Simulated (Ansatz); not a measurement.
## TiAl3: structures and their energies

15 relaxations of TiAl3 ended in 10 distinct structures. Calculation: PBEsol (plane waves to 420 eV, PAW, scalar-relativistic; Ansatz, a first-principles code).

```csv
#,space group,Pearson,type,E − E(lowest) (eV/atom),V (Å³/atom),coordination,runs ending here
1,I4/mmm,tI16,"AFLOW prototype A3B_tI16_139_cde_e (D0_23, as in ZrAl3)",0.00,15.46,–,2
2,I4/mmm,tI8,–,0.01,15.57,–,1
3,Pm-3m,cP4,Cu3Au type,0.03,15.39,"Al 12 (cuboctahedral), Ti 12 (cuboctahedral)+6",5
4,Cmmm,oS8,–,0.15,15.89,–,1
5,Fmmm,oF32,–,0.36,17.02,–,1
6,I-4m2,tI8,–,0.73,18.78,–,1
7,R-3m,hR8,–,0.75,18.51,–,1
8,P6mm,hP4,–,0.78,22.11,–,1
9,Im-3m,cI8,AFLOW prototype A3B_cI8_229_b_a (as in H3S),0.97,19.43,–,1
10,Pm-3m,cP8,–,2.36,49.90,–,1
```

Coordination numbers (neighbours up to the widest gap in distance over summed covalent radii, below 1.35; n+m marks a second, longer set). All are gapless at this level. I4/mmm, tI16, AFLOW prototype A3B_tI16_139_cde_e (D0_23, as in ZrAl3) is the lowest among the structures calculated here, level within the accuracy with I4/mmm, tI8.

TiAl₃ is modelled in the tetragonal space group I4/mmm (No. 139), Pearson symbol tI16. Cell: a = 3.869 Å, b = 3.869 Å, c = 16.529 Å, α = 90.00°, β = 90.00°, γ = 90.00°. Al1 on 4c is surrounded by 8 Al at 2.736–2.830 Å and 4 Ti at 2.760 Å (cuboctahedral). Al2 on 4d is coordinated by 8 Al at 2.736–2.831 Å and 4 Ti at 2.902 Å (cuboctahedral). Al3 on 4e is coordinated by 4 Ti at 2.737 Å and 8 Al at 2.830 Å (cuboctahedral). Ti on 4e is coordinated by 8 Al at 2.737–2.760 Å and 4 Al at 2.902 Å and 5 Ti at 3.869–3.937 Å. (Neighbours: up to the widest gap in distance over summed covalent radii, below 1.35, at either atom.)
(The calculation used a cell of 8 atoms; values per cell refer to that cell.)

Each run could gain symmetry but not lose that of its start, so entries can be saddle points. From databases, or of a type measured for this composition: I4/mmm, tI8; the others are generated cells (placed on structure types, drawn at random, substituted or restacked) that were not matched to a known phase here. Energies are at zero temperature and pressure, without zero-point motion. No spin polarisation in the result. A magnetic state may lie lower.
